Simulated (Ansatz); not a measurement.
## Band table of Ag

```
Ag
1.0
     2.93000    0.02930    0.02930
    -1.43962    2.52280    0.01072
     0.04790    0.04790    4.79000
Ag
2
Direct
  0.33333 0.66667 0.25000
  0.66667 0.33333 0.75000
```

Atom numbers follow the list: Ag1, Ag2.

The cell comes from COD entry 1509145, which wasn't checked; take it as a given geometry. The listed cell was then made from it by scaling, straining or moving an atom.

The calculation used DFT, LDA, all-electron LAPW, scalar-relativistic (Ansatz 0.2.0).

Numerical set-up: a Γ-centred 14×14×8 k mesh, Fermi–Dirac smearing of 0.05 eV, basis error target 0.25 meV/atom, no spin polarisation.

Path points, in fractions of the reciprocal vectors: Γ (0.000, 0.000, 0.000), X (0.000, -0.500, 0.000), Y (0.000, 0.000, 0.500), Z (-0.500, 0.000, 0.000), R2 (-0.500, 0.500, -0.500), T2 (-0.500, 0.000, -0.500), U2 (-0.500, 0.500, 0.000). Levels in eV from the Fermi level; bands 19 to 33, counted from the lowest band of the run. The gap is zero.

```
# k(1/Å) point b19 b20 b21 b22 b23 b24 b25 b26 b27 b28 b29 b30 b31 b32 b33
0.000 Γ -7.49 -6.07 -4.56 -4.53 -4.36 -4.30 -4.15 -3.90 -3.87 -2.95 -2.92 -0.28 3.35 15.50 17.30
0.248 - -7.23 -5.92 -4.69 -4.38 -4.30 -4.26 -4.08 -4.02 -3.96 -3.34 -2.90 0.45 3.41 14.34 15.80
0.495 - -6.52 -5.63 -4.81 -4.53 -4.42 -4.15 -3.96 -3.92 -3.78 -3.75 -2.84 1.98 3.66 10.84 13.94
0.743 - -5.86 -5.66 -5.11 -4.46 -4.41 -4.27 -4.02 -3.42 -3.29 -3.19 -2.79 3.77 4.26 7.31 12.12
0.991 - -5.90 -5.66 -5.50 -4.51 -4.19 -4.11 -3.84 -2.98 -2.87 -2.77 -1.65 3.74 5.42 5.92 10.75
1.238 X -5.98 -5.68 -5.64 -4.55 -4.23 -4.03 -3.60 -2.81 -2.76 -2.68 0.17 1.48 6.49 7.11 8.87
1.516 - -5.89 -5.77 -5.35 -4.52 -4.42 -4.09 -3.54 -2.98 -2.91 -2.76 -1.64 3.35 4.74 7.03 10.48
1.794 - -5.87 -5.57 -4.96 -4.80 -4.37 -4.25 -3.46 -3.41 -3.35 -3.28 -2.85 1.20 7.21 7.59 12.19
2.072 - -6.02 -5.45 -4.87 -4.68 -4.63 -4.20 -4.06 -3.93 -3.58 -3.35 -2.97 -1.05 7.96 11.34 14.24
2.350 - -6.20 -5.78 -4.69 -4.65 -4.60 -4.39 -4.32 -4.01 -3.43 -3.29 -3.09 -2.64 9.17 12.81 14.88
2.628 Y -6.12 -6.12 -4.59 -4.59 -4.43 -4.43 -4.31 -4.31 -3.31 -3.28 -3.18 -3.16 10.81 10.81 15.77
2.760 - -6.45 -5.98 -4.66 -4.54 -4.52 -4.46 -4.37 -3.72 -3.42 -3.37 -3.12 -3.08 8.92 12.67 15.68
2.891 - -6.85 -5.98 -4.68 -4.56 -4.46 -4.45 -4.29 -3.58 -3.53 -3.04 -3.00 -2.84 7.09 14.27 15.85
3.022 - -7.20 -6.02 -4.65 -4.55 -4.43 -4.38 -4.22 -3.73 -3.69 -2.99 -2.95 -1.81 5.40 15.11 16.52
3.153 - -7.42 -6.05 -4.59 -4.53 -4.39 -4.32 -4.17 -3.85 -3.82 -2.96 -2.93 -0.80 4.00 15.41 17.13
3.285 Γ -7.49 -6.07 -4.56 -4.53 -4.36 -4.30 -4.15 -3.90 -3.87 -2.95 -2.92 -0.28 3.35 15.50 17.30
3.530 - -7.23 -5.92 -4.72 -4.40 -4.30 -4.24 -4.04 -4.02 -3.95 -3.35 -2.89 0.44 3.41 14.05 16.09
3.776 - -6.54 -5.66 -4.83 -4.53 -4.46 -4.12 -3.96 -3.88 -3.78 -3.71 -2.83 1.94 3.66 10.57 14.18
4.021 - -5.89 -5.69 -5.10 -4.48 -4.39 -4.30 -4.02 -3.40 -3.27 -3.21 -2.78 3.67 4.28 7.09 12.39
4.267 - -5.92 -5.68 -5.49 -4.45 -4.23 -4.13 -3.86 -2.99 -2.87 -2.75 -1.70 3.61 5.25 5.91 10.51
4.512 Z -5.99 -5.69 -5.63 -4.49 -4.25 -4.07 -3.62 -2.83 -2.75 -2.69 0.08 1.36 6.30 7.09 8.70
4.795 - -5.81 -5.77 -5.33 -4.57 -4.46 -4.06 -3.66 -2.93 -2.86 -2.77 -0.31 2.41 5.89 6.81 9.04
5.078 - -5.61 -5.34 -5.10 -4.92 -4.49 -4.07 -3.95 -3.30 -3.14 -2.72 -0.36 3.70 5.20 7.39 8.08
5.360 - -5.63 -5.26 -5.20 -4.74 -4.67 -3.99 -3.80 -3.45 -3.14 -2.69 -0.08 2.78 5.71 7.54 8.28
5.643 - -5.90 -5.65 -5.28 -5.10 -4.21 -3.64 -3.38 -3.09 -2.90 -2.72 0.39 1.60 4.82 5.67 10.60
5.925 R2 -5.93 -5.93 -5.30 -5.29 -3.79 -3.78 -2.98 -2.97 -2.71 -2.71 0.87 0.95 4.43 4.55 12.90
6.207 - -5.95 -5.72 -5.29 -5.13 -4.02 -3.53 -3.46 -2.94 -2.89 -2.83 -0.99 0.61 5.72 6.77 12.04
6.488 - -5.83 -5.45 -5.10 -4.86 -4.20 -4.13 -3.54 -3.40 -3.33 -3.03 -2.95 0.26 8.15 8.72 11.16
6.769 - -6.28 -5.51 -4.76 -4.59 -4.56 -4.22 -4.00 -3.89 -3.76 -3.57 -2.93 0.12 6.09 11.42 14.14
7.051 - -7.15 -5.89 -4.64 -4.44 -4.34 -4.27 -4.17 -3.92 -3.91 -3.36 -2.93 -0.08 4.11 14.67 15.83
7.332 Γ -7.49 -6.07 -4.56 -4.53 -4.36 -4.30 -4.15 -3.90 -3.87 -2.95 -2.92 -0.28 3.35 15.50 17.30
7.607 - -7.17 -5.90 -4.70 -4.47 -4.37 -4.27 -4.06 -3.91 -3.87 -3.38 -2.91 -0.06 4.05 14.14 16.06
7.882 - -6.35 -5.56 -4.81 -4.64 -4.59 -4.14 -4.00 -3.80 -3.70 -3.60 -2.92 0.15 5.92 10.97 14.27
8.158 - -5.88 -5.51 -5.13 -4.91 -4.18 -4.08 -3.49 -3.44 -3.30 -3.10 -2.95 0.29 7.81 8.42 10.53
8.433 - -5.96 -5.75 -5.32 -5.17 -3.94 -3.49 -3.47 -2.96 -2.92 -2.83 -1.19 0.59 5.53 6.24 11.61
8.708 T2 -5.95 -5.93 -5.34 -5.31 -3.74 -3.69 -3.01 -2.97 -2.76 -2.73 0.59 0.88 3.97 4.44 13.26
8.986 - -5.91 -5.68 -5.32 -5.10 -4.15 -3.58 -3.42 -3.13 -2.92 -2.71 0.24 1.53 4.67 5.11 10.91
9.264 - -5.63 -5.29 -5.21 -4.73 -4.62 -4.03 -3.84 -3.42 -3.14 -2.68 -0.12 2.75 5.48 7.51 7.92
9.542 - -5.59 -5.34 -5.11 -4.89 -4.56 -4.04 -3.87 -3.30 -3.16 -2.73 -0.33 3.79 5.42 7.04 8.51
9.820 - -5.79 -5.75 -5.34 -4.64 -4.47 -3.93 -3.65 -2.90 -2.87 -2.78 -0.21 2.69 5.89 7.28 8.86
10.098 U2 -5.96 -5.67 -5.65 -4.60 -4.22 -3.98 -3.60 -2.79 -2.77 -2.66 0.25 1.59 6.72 7.10 9.05
```
